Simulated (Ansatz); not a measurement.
BiTe at a changed volume — quadrupolar parameters

The cell is an entry of the Crystallography Open Database (COD), relaxed with PBE at fixed cell and then changed (volume scaled by 1.06, ions relaxed).

Space group P-3m1 (No. 164); a = 4.5087, c = 24.5217 Å, γ = 120.00°.

```csv
site,Wyckoff,site symmetry,x,y,z
Bi1,2c,3m.,0.0000,0.0000,0.1269
Bi3,2d,3m.,0.3333,0.6667,0.2909
Bi5,2d,3m.,0.6667,0.3333,0.4662
Te7,2d,3m.,0.3333,0.6667,0.0582
Te9,2d,3m.,0.6667,0.3333,0.2094
Te11,2c,3m.,0.0000,0.0000,0.3605
```

One atom of each set is listed.

The numbers come from a DFT calculation in Ansatz (PBE, plane waves and PAW, scalar-relativistic, 420 eV cutoff, Γ-centred 11×11×2 k-points, Fermi–Dirac smearing 0.05 eV).

C_Q = eQV_zz/h, which is 24.18 MHz for Q = 1 b and V_zz = 10²¹ V/m²; η = (V_xx − V_yy)/V_zz.

²⁰⁹Bi: I = 9/2, Q = -516.0 mb. Q values from Pyykkö, Mol. Phys. 116, 1328 (2018).

```json
{"site": "Bi1", "atoms": "2", "first shell": "6 Te at 3.10–3.30 Å", "V_zz (10²¹ V/m²)": "-0.92", "η": "0.00", "C_Q (MHz)": "11.4"}
{"site": "Bi3", "atoms": "2", "first shell": "6 Te at 3.11–3.28 Å", "V_zz (10²¹ V/m²)": "0.83", "η": "0.00", "C_Q (MHz)": "-10.4"}
{"site": "Bi5", "atoms": "2", "first shell": "3 Bi at 3.09 Å, 3 Te at 3.67 Å", "V_zz (10²¹ V/m²)": "4.20", "η": "0.00", "C_Q (MHz)": "-52.3"}
{"site": "Te7", "atoms": "2", "first shell": "3 Bi at 3.10 Å", "V_zz (10²¹ V/m²)": "-5.44", "η": "0.00", "C_Q (MHz)": "–"}
{"site": "Te9", "atoms": "2", "first shell": "6 Bi at 3.28–3.30 Å", "V_zz (10²¹ V/m²)": "6.42", "η": "0.00", "C_Q (MHz)": "–"}
{"site": "Te11", "atoms": "2", "first shell": "6 Bi at 3.11–3.67 Å", "V_zz (10²¹ V/m²)": "-2.19", "η": "0.00", "C_Q (MHz)": "–"}
```

An axis of threefold or higher order runs through Bi1, Bi3, Bi5, Te7, Te9 and Te11, so V_zz lies along it and η is zero.

Te has no stable isotope with a ground-state quadrupole moment in the table, so no C_Q is given.

The run finds no gap above 0.1 eV (a metal, or nearly one), so the gradients can move by 10 % or more with the k-mesh. Spin–orbit coupling is left out, which shifts gradients on Bi by a few per cent in wide-gap crystals, and can shift them far more where the calculated gap is small or absent, as here.

The relaxation (4 steps) took 97 s of wall time (5.6 min of CPU time) and 2.2 GiB at its peak, on 4 threads of Intel Xeon Platinum 8259CL CPU @ 2.50GHz (Skylake/Cascade Lake) (x86_64; 16 cores open to the job, memory cap 8.0 GiB, no GPU), a shared host with a load of 0.4 a core.
